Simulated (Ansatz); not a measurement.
HfO$_{2}$:
```xyz
12
Lattice="5.2472 0.0000 0.0000 0.0000 5.0308 0.0000 0.0000 0.0000 5.0598" Properties=species:S:1:pos:R:3 pbc="T T T"
Hf     0.1703     1.3433     1.2199
Hf     5.0769     3.6875     3.7498
Hf     2.4533     1.3433     3.7498
Hf     2.7939     3.6875     1.2199
O      1.9261     0.3521     1.9265
O      3.3211     4.6787     4.4564
O      0.6975     0.3521     4.4564
O      4.5497     4.6787     1.9265
O      3.8416     2.3199     2.4851
O      1.4056     2.7109     5.0150
O      4.0292     2.3199     5.0150
O      1.2180     2.7109     2.4851
```

Relaxed with r²SCAN.

**Question.** Map the electron localisation function on the plane through (0.133, 0.070, 0.881) spanned by u = [1, 1, 0] and v = [1, -1, 1] in lattice vectors, from r²SCAN in the plane-wave PAW code Ansatz.

**Answer.** x is the fraction of u, y of v (the angle between them is 88°; rows are the nearest grid lines); atoms in the plane: Hf at (0.55, 0.35), Hf at (0.03, 0.37), O at (0.00, 0.00), O at (1.00, 0.61), O at (0.51, 0.12).
```
|2489830134432000244421000123311289842|
|8999720011211000000001333221100269998|
|9998510001111000000024677642100148999|
|6542100000000000000147899987520002456|
|0000000122211100000035778775420000000|
|0000002356776531000000122221000000000|
|2110001246777642000000000000000001122|
|8874100112344431000123321000000147888|
|8999620000000000013688887410001489988|
|2589830000000000026899999962001699842|
|6799720012343210026899999973101589976|
|9985201589999863003689998742000147899|
|2211004898778996100111122100000000112|
|9998622799889983257898630001110002689|
|9999841489999952479999862001110014899|
|9999962024666312799999985100000015899|
|9998620000000001479999973013444211479|
|1221000000000000012222100136777631001|
|0000000110000013443321000135677641000|
|0000000110000368999999741001333210000|
|4321000000001489973369973000000001344|
|9997510001100158998899841011100158999|
|8999720123321026899998620123210279998|
|2489830134432000244421000123311289842|
```
Scale: ten equal steps from 0.017 (start of '0') to 0.858 (end of '9'), in the order '0123456789'; x runs from 0.000 to 1.00, y from 0.000 (bottom) to 1.00 (top).

The density is the valence pseudo-density with augmentation charge, so density and ELF within about 1 Å of a nucleus are not all-electron values.

Space group Pca2_1. The cell was relaxed with r²SCAN under the symmetry of its start. No spin polarisation was allowed. Scalar-relativistic: spin–orbit coupling is off unless named, which matters more the heavier the elements.

Potentials: the earlier of the program's two PAW sets.
